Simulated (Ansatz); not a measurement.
In the program Ansatz at the r²SCAN level (PAW), Mg in the diamond structure (Fd-3m) relaxes to a = 6.843 Å. Mg has 4 nearest neighbours from 2.96 Å (tetrahedral).

Electronic character: metallic (no gap).

The bulk modulus is 117 kbar. The relaxed-ion elastic constants in GPa are C11 = 4.6, C12 = 15.5, C44 = -12.3.

The start of the workflow was typed in or built on a structure type; neither database checked (COD, Materials Project) lists it. It is not the phase usual at ambient conditions (space group No. 194). The r²SCAN relaxation kept the symmetry of its start. At this level the phase is mechanically unstable. As this level gives no gap, shear constants depend on the k-mesh and smearing (Fermi–Dirac, 0.1 eV here).

Potentials: the later of the program's two PAW sets.
